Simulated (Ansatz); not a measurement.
Zn2SeS in space group R3m (No. 160; Zn on 3a, Zn on 3a, Se on 3a, S on 3a), r²SCAN (plane waves, PAW; program Ansatz), all energies at zero smearing, with the estimated change up to a 700 eV cutoff added, with one set of potentials and settings (totals compare only within such a set). Cell of 4 atoms (2 Zn, 1 Se, 1 S): -13038.900 eV.

```json
[
 {"element": "Zn", "reference phase": "P6_3/mmc, 2 atoms in the cell", "E (eV/atom)": "-3325.6729"},
 {"element": "Se", "reference phase": "P3_121, 3 atoms in the cell", "E (eV/atom)": "-5478.1269"},
 {"element": "S", "reference phase": "P2/c, 32 atoms in the cell", "E (eV/atom)": "-905.8156"}
]
```

Formation energy per atom, worked out: (-13038.900 − 2×(-3325.6729) − 1×(-5478.1269) − 1×(-905.8156))/4 = -0.903 eV/atom (-87 kJ per mol of atoms), at 0 K, without zero-point energy or fitted corrections.

The first step of the workflow began from a Materials Project structure, measured or hypothetical; the Crystallography Open Database copy checked does not list it. Whether it is the stable phase at ambient conditions was not checked. Symmetry was held in the r²SCAN relaxation; its stability against distortions is not shown here. The references are the lowest solids computed at this level, not always the standard phases.

Potentials: the later of the program's two PAW sets.
